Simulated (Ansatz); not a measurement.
Relaxed-ion elastic tensor of TaAl3 in space group I4/mmm (No. 139; Ta on 2a, Al on 2b, Al on 4d) in GPa (Voigt order), DFT-PBEsol in the program Ansatz with PAW potentials; density 6.98 g/cm³, 15.58 Å³ per atom.

```
 259   102  58.9   0.0   0.0   0.0
 102   259  58.9   0.0   0.0   0.0
58.9  58.9   289   0.0   0.0   0.0
 0.0   0.0   0.0   110   0.0   0.0
 0.0   0.0   0.0   0.0   110   0.0
 0.0   0.0   0.0   0.0   0.0   142
```

**Question.** Is the crystal mechanically stable?

**Answer.** Yes: the smallest eigenvalue of C is 110 GPa.

**Question.** Work out the Voigt, Reuss and Hill averages.

**Answer.** K_V = 139, K_R = 138, K_H = 139; G_V = 112, G_R = 108, G_H = 110 GPa.

**Question.** Give Young's modulus, Poisson's ratio, Pugh's ratio and the universal anisotropy index.

**Answer.** E = 9KG/(3K + G) = 260 GPa; ν = 0.19; K/G = 1.26 (brittle by the Pugh limit of 1.75); A_U = 5G_V/G_R + K_V/K_R − 6 = 0.18.

**Question.** Estimate the sound speeds and the Debye temperature.

**Answer.** v_l = √((K + 4G/3)/ρ) = 6390 m/s, v_t = √(G/ρ) = 3960 m/s, mean 4370 m/s; Θ = (h/k)(3n/4πV)^(1/3) v_m = 521 K.

**Question.** How much does each axis shrink under pressure?

**Answer.** Linear compressibilities β_i = Σ_j S_ij (j = 1 to 3): x 2.4, y 2.4, z 2.5 per TPa.

The workflow started from a Materials Project entry (that database holds measured and hypothetical structures alike); the Crystallography Open Database files this formula in space group No. 139, but the cells were not matched. Its standing as an ambient phase is unchecked. The cell was relaxed with PBEsol under the symmetry of its start; its stability against distortions is not shown here. The run is not spin-polarised. As this level gives no gap, shear constants depend on the k-mesh and smearing (Fermi–Dirac, 0.1 eV here). Scalar-relativistic: spin–orbit coupling is off unless named, which matters more the heavier the elements.

Potentials: the later of the program's two PAW sets.
